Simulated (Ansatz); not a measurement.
**Ga-71 NMR of the central transition in Na4CaGaP3O12**

Cell: a computed structure from the Materials Project (it need not be an observed phase), atoms as given.

```xyz
42
Lattice="4.6111 2.6622 7.3069 -4.6111 2.6622 7.3069 0.0000 -5.3244 7.3069" Properties=species:S:1:pos:R:3 pbc="T T T"
Na    1.2447    2.6984   12.7549
Na    1.7145   -2.4271   12.7549
Na   -2.9592   -0.2712   12.7549
Na   -1.6519    2.3910    9.1015
Na    2.8966    0.2351    9.1015
Na   -1.2447   -2.6261    9.1015
Na    0.0000    0.0000   10.9905
Na    0.0000    0.0000    0.0301
Ca    0.0000    0.0000    7.6498
Ca    0.0000    0.0000   18.6102
Ga    0.0000    0.0000   14.2424
Ga    0.0000    0.0000    3.2820
P    -1.8432    2.5432   12.7975
P     3.1241    0.3246   12.7975
P    -1.2809   -2.8679   12.7975
P    -3.3302   -0.2057    9.1441
P     1.4870    2.9869    9.1441
P     1.8432   -2.7812    9.1441
O     1.9864    0.0937    6.7762
O    -0.9120   -1.7671    6.7762
O    -1.0744    1.6734    6.7762
O    -3.5367   -0.9888   10.4297
O     0.9120    3.5573   10.4297
O     2.6247   -2.5685   10.4297
O    -1.8027   -0.2874   15.2077
O     0.6525    1.7049   15.2077
O     1.1502   -1.4175   15.2077
O     3.4609    1.2447   11.5543
O    -0.6525   -3.6196   11.5543
O    -2.8084    2.3749   11.5543
O     0.8794   -1.5878    9.0195
O    -1.8148    0.0323    9.0195
O     0.9354    1.5555    9.0195
O     3.6757   -1.1067   12.6730
O    -2.7963   -2.6299   12.6730
O    -0.8794    3.7366   12.6730
O    -1.0026    1.2026   12.8592
O     1.5428    0.2670   12.8592
O    -0.5402   -1.4696   12.8592
O    -4.0709    1.1926    9.2057
O     3.0683    2.9292    9.2057
O     1.0026   -4.1218    9.2057
```

Atoms are numbered from 1 in the order listed; like atoms form one site, named after its first atom.

All values are calculated (Ansatz; DFT, PBE, plane waves and PAW, scalar-relativistic, 420 eV cutoff, Γ-centred 3×3×3 k-points, Fermi–Dirac smearing 0.02 eV), not measured.

Ga-71 has I = 3/2 and Q = 107.0 mb (Pyykkö 2018); at 7.05 T its Larmor frequency is ν₀ = 91.8 MHz. Only the quadrupole interaction is simulated: positions count from each site's isotropic chemical shift, and J coupling is left out, as are shift anisotropy and dipolar coupling, which fast spinning averages.

Question: Give C_Q, η, the quadrupolar product P_Q = |C_Q|(1 + η²/3)^½, the second-order isotropic shift and the breadth of the pattern (fast magic-angle spinning) for each Ga site.

Answer: 

| site | first shell | C_Q (MHz) | η | P_Q (MHz) | δ_QIS (ppm) | breadth (kHz) |
| --- | --- | --- | --- | --- | --- | --- |
| Ga | 6 O at 2.07–2.09 Å | 2.06 | 0.00 | 2.06 | -12.6 | 2.48 |

δ_QIS = −(ν_Q²/30ν₀²)[I(I+1) − 3/4](1 + η²/3) × 10⁶ ppm with ν_Q = 3|C_Q|/[2I(2I−1)]; it falls as 1/B₀² in ppm, and the breadth as 1/B₀ in kHz.

An axis of threefold or higher order runs through Ga, so V_zz lies along it and η is zero.
